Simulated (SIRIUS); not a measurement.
Set-up for a self-consistent single point of InSe (P6_3/mmc, 8 atoms in the cell; from Materials Project mp-20485, changed as shown).

```
CELL_PARAMETERS angstrom
      3.99139     0.00000     0.00000
     -1.99570     3.45665     0.00000
      0.00000     0.00000    17.21139
ATOMIC_POSITIONS crystal
  In 0.33333 0.66667 0.33030
  In 0.66667 0.33333 0.66970
  In 0.66667 0.33333 0.83030
  In 0.33333 0.66667 0.16970
  Se 0.33333 0.66667 0.59732
  Se 0.66667 0.33333 0.40268
  Se 0.66667 0.33333 0.09732
  Se 0.33333 0.66667 0.90268
```

All values come from this method and carry its errors: PBE, GBRV PBE ultrasoft pseudopotentials (plane waves; SIRIUS 7.12.0).

SIRIUS settings:

| key | value |
|---|---|
| parameters.ngridk | 6 6 2 |
| parameters.xc_functionals | [XC_GGA_X_PBE, XC_GGA_C_PBE] |
| parameters.gk_cutoff | 6.325 1/bohr |
| parameters.pw_cutoff | 14.143 1/bohr |
| parameters.smearing | fermi_dirac |
| parameters.smearing_width | 0.000734986 Ha |
| potentials | GBRV PBE ultrasoft pseudopotentials |
| parameters.electronic_structure_method | pseudopotential |
| parameters.num_bands | 46 |
| parameters.num_mag_dims | 0 |
| parameters.num_dft_iter | 100 |
| parameters.energy_tol | 1e-07 Ha |
| parameters.density_tol | 1e-06 |
| mixer.type | anderson |
| mixer.beta | 0.7 |
| mixer.use_hartree | true |

Results:

Number of valence electrons: 76
Number of bands: 46
Number of k-points after the program's reduction: 14
Number of plane waves (most at a k-point): 6887
Number of SCF iterations: 14
FFT grid: 36 × 36 × 150
Free energy E − TS: -9641.2075 eV
Gap on the k-point mesh: 0.61 eV
Pressure: 3.08 GPa
Largest force (vector length): 0.500 eV/Å

Forces (eV/Å):
| atom | Fx | Fy | Fz |
|---|---|---|---|
| In1 | 0.000 | 0.000 | -0.255 |
| In2 | 0.000 | 0.000 | 0.255 |
| In3 | 0.000 | 0.000 | -0.255 |
| In4 | 0.000 | 0.000 | 0.255 |
| Se5 | 0.000 | 0.000 | -0.500 |
| Se6 | 0.000 | 0.000 | 0.500 |
| Se7 | 0.000 | 0.000 | -0.500 |
| Se8 | 0.000 | 0.000 | 0.500 |

Stress (GPa, positive for compression):
```
3.19  0.00  0.00
0.00  3.19  0.00
0.00  0.00  2.84
```

The gap is read on the k-point mesh of the run and can differ from the gap over the whole zone at this level.

For comparison: a first run was changed to give this one (lattice scaled by 0.98), and from it to this one the free energy goes up by 22.8 meV/atom, the pressure goes from 0.01 to 3.08 GPa, the largest force goes from 0.046 to 0.500 eV/Å and the gap on the mesh goes from 0.459 to 0.615 eV.

The structure comes from a collection of computed structures, made at another level of theory; the collection holds predicted forms beside known ones. Its lattice was then scaled.

Cost on one core: around 2.8 core-minutes (rough).
